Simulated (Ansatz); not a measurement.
## Response of MgMo to small distortions

```
Mg Mo
1.0
     1.40785   -0.81282    4.87623
     0.00000    1.62565    4.87623
    -1.40785   -0.81282    4.87623
Mg Mo
1 1
Cartesian
  0.0000 0.0000 0.0000
  0.0000 0.0000 7.3143
```

Atoms are numbered in the order listed.

The cell was built from the L11 type and relaxed in the same program, and has space group R-3m; it needn't be a known or the stable phase.

These are results of DFT, PBEsol, all-electron LAPW, scalar-relativistic in Ansatz 0.2.0, not measurements.

Settings: a Γ-centred 13×13×13 k mesh, Fermi–Dirac smearing of 0.03 eV, basis error target 0.25 meV/atom, no spin polarisation.

The unchanged cell is at 0.00 GPa.

In a metal, stresses and small energies carry noise from the k mesh.

x, y and z are the Cartesian axes of the cell as listed; fractional coordinates follow a strain, and an engineering shear is twice the off-diagonal strain component.

(1) With this change (z strained by +3 % at fixed volume), what becomes of the energy and stress?

Answers

(1) Energy change +17 meV/atom; stress change (xx, yy, zz, yz, xz, xy) 4.65, 4.65, -6.33, 0.00, 0.00, 0.00 GPa, compression positive.
